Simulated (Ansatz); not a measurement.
TaN (rock salt, Fm-3m), plane-wave PAW LDA (Ansatz code), all energies at zero smearing, with the estimated change up to a 700 eV cutoff added, with one set of potentials and settings (totals compare only within such a set). Cell of 2 atoms (1 N, 1 Ta): -10058.709 eV.

| element | reference phase | E (eV/atom) |
|---|---|---|
| N | P4_2/mnm, 4 atoms in the cell | -373.6497 |
| Ta | Im-3m, 1 atoms in the cell | -9682.6136 |

Formation energy per atom, worked out: (-10058.709 − 1×(-373.6497) − 1×(-9682.6136))/2 = -1.223 eV/atom (-118 kJ per mol of atoms), at 0 K, without zero-point energy or fitted corrections.

Symmetry was held in the LDA relaxation; of distortions, only those at the zone centre were tested. The run is not spin-polarised. The references are the lowest solids computed at this level, not always the standard phases (solids in place of the gases). Scalar-relativistic: spin–orbit coupling is off unless named, which matters more the heavier the elements.

Potentials: the later of the program's two PAW sets.
